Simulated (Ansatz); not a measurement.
# LiBeF₃ (Amm2) at 2 levels of theory

One geometry, relaxed with PBE; plane waves with PAW potentials in Ansatz, scalar-relativistic. No spin polarisation. Gaps are the least over mesh and band path; pressure is positive in compression.

```cif
data_structure
_symmetry_space_group_name_H-M 'Amm2'
_symmetry_Int_Tables_number 38
_cell_length_a 2.7680
_cell_length_b 5.2279
_cell_length_c 8.1654
_cell_angle_alpha 90.000
_cell_angle_beta 90.000
_cell_angle_gamma 90.000
_cell_volume 118.16
loop_
_atom_site_label
_atom_site_type_symbol
_atom_site_symmetry_multiplicity
_atom_site_Wyckoff_symbol
_atom_site_fract_x
_atom_site_fract_y
_atom_site_fract_z
_atom_site_occupancy
Li1 Li 2 b 0.50000 0.50000 0.19394 1
Be1 Be 2 a 0.00000 0.50000 0.55478 1
F1 F 2 b 0.50000 0.50000 0.44462 1
F2 F 4 d 0.00000 0.75206 0.15310 1
```

| level | cutoff (eV) | k mesh | gap (eV) | pressure (GPa) |
| --- | --- | --- | --- | --- |
| PBE | 420 | 8×6×6 | 7.53 | 0.0 |

Q: What comes out on the same cell with r2SCAN?

A:
```
 level  cutoff (eV)  k mesh  gap (eV)  pressure (GPa)
r2SCAN          500   8×6×6      8.28            -2.9
```

It was reached by relaxing an invented guess, and it needn't be the stable form of this composition.
